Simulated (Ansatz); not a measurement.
This cell of SiC (zinc blende) is off equilibrium:

```yaml
crystal:
  lattice:
    - [0.00000, 2.20009, 2.08276]
    - [2.20009, 0.00000, 2.08276]
    - [2.20009, 2.20009, 0.00000]
  atoms:
    - { symbol: C, position: [0.75000, 0.75000, 0.75000] }
    - { symbol: Si, position: [0.00000, 0.00000, 0.00000] }
```

Method: PBE (plane waves to 420 eV, PAW, scalar-relativistic; Ansatz, an electronic-structure program). k mesh 13×13×13 (Γ-centred), Fermi-Dirac smearing 0.05 eV. Energies are smeared free energies. Stress and pressure are positive under compression. SiC was relaxed with its symmetry unable to fall. The PAW data are Ansatz's earlier set.

Task: Give the stress tensor in GPa and the pressure.

Result: 
```
    5.0      0.0      0.0
    0.0      5.0      0.0
    0.0      0.0     17.5
```
The pressure, a third of the trace, is 9.2 GPa.

Task: It is the relaxed cell deformed to V/V₀ = 0.960, (c/a)/(c/a)₀ = 0.947, c along z, fractional positions held. What is its energy relative to the relaxed cell?

Result: 26.9 meV/atom.

(Under strain, the slope of the energy per volume gives the stress and its curvature an elastic modulus.)
